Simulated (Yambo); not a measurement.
**Optical response of Ta2H**

```
CELL_PARAMETERS angstrom
      1.72050    -2.37147     0.00000
      1.72050     2.37147     0.00000
      0.00000     0.00000     4.75857
ATOMIC_POSITIONS crystal
  H  0.00000 0.00000 0.00000
  Ta 0.00000 0.50000 0.26457
  Ta 0.50000 0.00000 0.73543
```

Yambo, RPA with local fields on PBEsol bands; 14×14×10 mesh, 59 bands, 4 Ry local-field block, 0.25 eV broadening; field along y.

```json
[
 {"E (eV)": "0.6", "Im ε": "25.6", "Im ε, independent particles": "25.6"},
 {"E (eV)": "1.2", "Im ε": "19.2", "Im ε, independent particles": "19.2"},
 {"E (eV)": "1.9", "Im ε": "18.0", "Im ε, independent particles": "18.0"},
 {"E (eV)": "2.5", "Im ε": "17.4", "Im ε, independent particles": "17.4"},
 {"E (eV)": "3.1", "Im ε": "14.7", "Im ε, independent particles": "14.8"},
 {"E (eV)": "3.8", "Im ε": "13.6", "Im ε, independent particles": "13.9"},
 {"E (eV)": "4.4", "Im ε": "14.7", "Im ε, independent particles": "15.2"},
 {"E (eV)": "5.0", "Im ε": "15.4", "Im ε, independent particles": "15.9"},
 {"E (eV)": "5.6", "Im ε": "11.2", "Im ε, independent particles": "11.0"},
 {"E (eV)": "6.2", "Im ε": "7.20", "Im ε, independent particles": "7.04"},
 {"E (eV)": "6.9", "Im ε": "5.57", "Im ε, independent particles": "5.48"},
 {"E (eV)": "7.5", "Im ε": "5.70", "Im ε, independent particles": "5.69"},
 {"E (eV)": "8.1", "Im ε": "5.76", "Im ε, independent particles": "5.55"},
 {"E (eV)": "8.8", "Im ε": "4.99", "Im ε, independent particles": "4.78"},
 {"E (eV)": "9.4", "Im ε": "4.57", "Im ε, independent particles": "4.49"},
 {"E (eV)": "10.0", "Im ε": "4.13", "Im ε, independent particles": "4.22"},
 {"E (eV)": "10.6", "Im ε": "4.37", "Im ε, independent particles": "4.44"},
 {"E (eV)": "11.2", "Im ε": "3.80", "Im ε, independent particles": "3.97"},
 {"E (eV)": "11.9", "Im ε": "3.68", "Im ε, independent particles": "3.79"},
 {"E (eV)": "12.5", "Im ε": "2.93", "Im ε, independent particles": "2.91"},
 {"E (eV)": "13.1", "Im ε": "2.20", "Im ε, independent particles": "2.23"},
 {"E (eV)": "13.8", "Im ε": "2.01", "Im ε, independent particles": "2.05"},
 {"E (eV)": "14.4", "Im ε": "1.78", "Im ε, independent particles": "1.83"},
 {"E (eV)": "15.0", "Im ε": "1.55", "Im ε, independent particles": "1.60"},
 {"E (eV)": "15.6", "Im ε": "1.40", "Im ε, independent particles": "1.45"},
 {"E (eV)": "16.2", "Im ε": "1.11", "Im ε, independent particles": "1.15"},
 {"E (eV)": "16.9", "Im ε": "1.03", "Im ε, independent particles": "1.02"},
 {"E (eV)": "17.5", "Im ε": "0.73", "Im ε, independent particles": "0.73"},
 {"E (eV)": "18.1", "Im ε": "0.61", "Im ε, independent particles": "0.62"},
 {"E (eV)": "18.8", "Im ε": "0.50", "Im ε, independent particles": "0.53"},
 {"E (eV)": "19.4", "Im ε": "0.43", "Im ε, independent particles": "0.47"},
 {"E (eV)": "20.0", "Im ε": "0.38", "Im ε, independent particles": "0.42"}
]
```

Only interband transitions are included: the Drude term is missing, so nothing below about 0.6 eV and no real part is shown. Peak heights and small wiggles depend on the k mesh.

Spin-orbit coupling is left out; for elements this heavy it splits bands near the Fermi level.

Geometry of the Materials Project entry, not relaxed at this level.

The structure is a Materials Project entry; no match was found in the copy of COD used, and its stability was not checked.
